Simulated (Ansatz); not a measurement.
Input:

TiB$_{2}$:
```
CELL_PARAMETERS angstrom
      3.03182     0.00000     0.00000
     -1.51591     2.62564     0.00000
      0.00000     0.00000     3.22473
ATOMIC_POSITIONS crystal
  Ti 0.00000 0.00000 0.00000
  B  0.33333 0.66667 0.50000
  B  0.66667 0.33333 0.50000
```

This is the PBE-relaxed structure. Cartesian axes are those of the cell as given.

Question: All from PBE (plane waves, PAW; program Ansatz), unless another level is named. Predict the Young's modulus.

Answer: 577 GPa.

Question: And the highest zone-centre frequency?

Answer: 884 cm⁻¹.

Question: Predict the elastic constants (relaxed ions, GPa).

Answer: C11 = 651, C12 = 66.7, C13 = 102, C33 = 452, C44 = 258.

Space group P6/mmm. Symmetry was held in the PBE relaxation; phonons on a q-mesh show no instability. No spin polarisation was allowed. As this level gives no gap, shear constants depend on the k-mesh and smearing (Fermi–Dirac, 0.1 eV here). As this level gives no gap, phonon frequencies hold no LO–TO term and depend on the k-mesh and smearing (Fermi–Dirac, 0.1 eV here).

Potentials: the later of the program's two PAW sets.
